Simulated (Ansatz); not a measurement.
HgS:
```cif
data_HgS
_chemical_formula_sum 'Hg1 S1'
_space_group_name_H-M_alt 'P 1'
_space_group_IT_number 1
_cell_length_a 3.85544
_cell_length_b 3.85544
_cell_length_c 3.85544
_cell_angle_alpha 60.000
_cell_angle_beta 60.000
_cell_angle_gamma 60.000
loop_
_space_group_symop_operation_xyz
  'x, y, z'
loop_
_atom_site_label
_atom_site_type_symbol
_atom_site_fract_x
_atom_site_fract_y
_atom_site_fract_z
_atom_site_occupancy
Hg1 Hg 0.00000 0.00000 0.00000 1
S1 S 0.50000 0.50000 0.50000 1
```

Relaxed with PBEsol.

### Question
Tabulate the valence density and the electron localisation function along the shortest Hg–S contact (2.73 Å), PBEsol in the plane-wave PAW code Ansatz.

### Answer


```csv
distance from Hg (Å),density (e/Å³),ELF
0.27,13.72,0.65
0.41,10.39,0.57
0.55,7.08,0.52
0.68,4.25,0.49
0.82,2.16,0.43
0.95,1.00,0.35
1.09,0.55,0.26
1.23,0.38,0.21
1.36,0.33,0.26
1.50,0.36,0.43
1.64,0.45,0.67
1.77,0.62,0.81
1.91,0.84,0.86
2.04,1.06,0.84
2.18,1.13,0.73
2.32,0.96,0.46
2.45,0.57,0.12
```

The density is the valence pseudo-density with augmentation charge, so density and ELF within about 1 Å of a nucleus are not all-electron values.

Space group Fm-3m (rock salt). The workflow started from a Materials Project entry (that database holds measured and hypothetical structures alike); the Crystallography Open Database copy checked does not list it. COD files the formula under space group No. 152, 154, 166, 216, so this cell is another polymorph or a model. Its standing as an ambient phase is unchecked. The cell was relaxed with PBEsol under the symmetry of its start; its stability against distortions is not shown here. Scalar-relativistic: spin–orbit coupling is off unless named, which matters more the heavier the elements.

Potentials: the later of the program's two PAW sets.
